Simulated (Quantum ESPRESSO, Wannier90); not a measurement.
Wannier functions of WC (P-6m2)

Materials Project entry mp-1894; symmetrised, unrelaxed at this level. COD (Crystallography Open Database) has an entry of this formula and space group (matched by these alone). Computed values, not measurements, from PBEsol: Quantum ESPRESSO (norm-conserving PseudoDojo potentials, cutoff 66 Ry, no spin polarisation, no spin-orbit coupling) on a Γ-centred 12×12×12 mesh, then Wannier90. Density: 12×12×12 mesh, cold smearing 0.01 Ry. Spin-orbit coupling is left out although heavy elements are present.

On the energy scale of pw.x, whose zero is arbitrary, the Fermi level lies at 20.17 eV.

Input w.win:

```
num_bands = 1
num_wann = 1
exclude_bands = 2-26
num_iter = 800
conv_tol = 1.0e-6
conv_window = 4
write_hr = true
write_u_matrices = true
auto_projections = true
begin unit_cell_cart
ang
    2.9165899860    0.0000000000    0.0000000000
   -1.4582949930    2.5258410203    0.0000000000
    0.0000000000    0.0000000000    2.8394400000
end unit_cell_cart
begin atoms_frac
W    0.0000000000  0.0000000000  0.0000000000
C   -0.3333333333  0.3333333333  0.5000000000
end atoms_frac
mp_grid = 12 12 12
begin kpoints
0.0000000000 0.0000000000 0.0000000000
0.0000000000 0.0000000000 0.0833333333
0.0000000000 0.0000000000 0.1666666667
... (1725 more lines: the 12x12x12 mesh through Gamma)
end kpoints
```

Input of pw2wannier90.x that gives the overlap and projection files (equivalent; here they were cut from one run over all bands):

```
&inputpp
  outdir = './out'
  prefix = 'pwscf'
  seedname = 'w'
  write_amn = .true.
  write_mmn = .true.
  atom_proj = .true.
  atom_proj_exclude = 2 3 4 5 6 7 8 9 10 11 12 13 14
/
```

Output w.wout (banner and timings cut):

```
                                    ------
                                    SYSTEM
                                    ------

                              Lattice Vectors (Ang)
                    a_1     2.916590   0.000000   0.000000
                    a_2    -1.458295   2.525841   0.000000
                    a_3     0.000000   0.000000   2.839440

                   Unit Cell Volume:      20.91771  (Ang^3)

                        Reciprocal-Space Vectors (Ang^-1)
                    b_1     2.154292   1.243781  -0.000000
                    b_2     0.000000   2.487562   0.000000
                    b_3     0.000000  -0.000000   2.212826

 *----------------------------------------------------------------------------*
 |   Site       Fractional Coordinate          Cartesian Coordinate (Ang)     |
 +----------------------------------------------------------------------------+
 | w    1   0.00000   0.00000   0.00000   |    0.00000   0.00000   0.00000    |
 | c    1  -0.33333   0.33333   0.50000   |   -1.45829   0.84195   1.41972    |
 *----------------------------------------------------------------------------*
                                ------------
                                K-POINT GRID
                                ------------

             Grid size = 12 x 12 x 12      Total points = 1728

 *---------------------------------- MAIN ------------------------------------*
 |  Number of Wannier Functions               :                 1             |
 |  Number of Objective Wannier Functions     :                 1             |
 |  Number of input Bloch states              :                 1             |
 |  Output verbosity (1=low, 5=high)          :                 1             |
 |  Timing Level (1=low, 5=high)              :                 1             |
 |  Optimisation (0=memory, 3=speed)          :                 3             |
 |  Length Unit                               :               Ang             |
 |  Post-processing setup (write *.nnkp)      :                 F             |
 |  Using Gamma-only branch of algorithms     :                 F             |
 *----------------------------------------------------------------------------*
 *------------------------------- WANNIERISE ---------------------------------*
 |  Total number of iterations                :               800             |
 |  Number of CG steps before reset           :                 5             |
 |  Trial step length for line search         :             2.000             |
 |  Convergence tolerence                     :         0.100E-05             |
 |  Convergence window                        :                 4             |
 |  Iterations between writing output         :                 1             |
 |  Iterations between backing up to disk     :               100             |
 |  Write r^2_nm to file                      :                 F             |
 |  Write xyz WF centres to file              :                 F             |
 |  Write on-site energies <0n|H|0n> to file  :                 F             |
 |  Use guiding centre to control phases      :                 F             |
 |  Use phases for initial projections        :                 F             |
 *----------------------------------------------------------------------------*
 *-------------------------------- PLOTTING ----------------------------------*
 |  Plotting Hamiltonian in WF basis          :                 T             |
 *----------------------------------------------------------------------------*

       ... (k-mesh section left out)

 Starting a new Wannier90 calculation ...

 Reading overlaps from w.mmn

 Reading projections from w.amn

 *------------------------------- WANNIERISE ---------------------------------*
 +--------------------------------------------------------------------+<-- CONV
 | Iter  Delta Spread     RMS Gradient      Spread (Ang^2)            |<-- CONV
 +--------------------------------------------------------------------+<-- CONV

 ------------------------------------------------------------------------------
 Initial State
  WF centre and spread    1  ( -0.000000,  0.000000, -0.000000 )     0.35135657
  Sum of centres and spreads ( -0.000000,  0.000000, -0.000000 )     0.35135657

      0     0.351E+00     0.0000000000        0.3513565744  <-- CONV
        O_D=      0.0000000 O_OD=      0.0000000 O_TOT=      0.3513566 <-- SPRD
 ------------------------------------------------------------------------------
      1     0.000E+00     0.0000000178        0.3513565744  <-- CONV
        O_D=      0.0000000 O_OD=      0.0000000 O_TOT=      0.3513566 <-- SPRD
      2     0.000E+00     0.0000000178        0.3513565744  <-- CONV
        O_D=      0.0000000 O_OD=      0.0000000 O_TOT=      0.3513566 <-- SPRD
      3     0.000E+00     0.0000000178        0.3513565744  <-- CONV
        O_D=      0.0000000 O_OD=      0.0000000 O_TOT=      0.3513566 <-- SPRD
      4     0.000E+00     0.0000000178        0.3513565744  <-- CONV
        O_D=      0.0000000 O_OD=      0.0000000 O_TOT=      0.3513566 <-- SPRD
             <<<     Delta < 1.000E-06  over  4 iterations     >>>
             <<< Wannierisation convergence criteria satisfied >>>
 Final State
  WF centre and spread    1  ( -0.000000,  0.000000, -0.000000 )     0.35135657
  Sum of centres and spreads ( -0.000000,  0.000000, -0.000000 )     0.35135657

         Spreads (Ang^2)       Omega I      =     0.351356574
        ================       Omega D      =     0.000000001
                               Omega OD     =     0.000000000
    Final Spread (Ang^2)       Omega Total  =     0.351356574
```
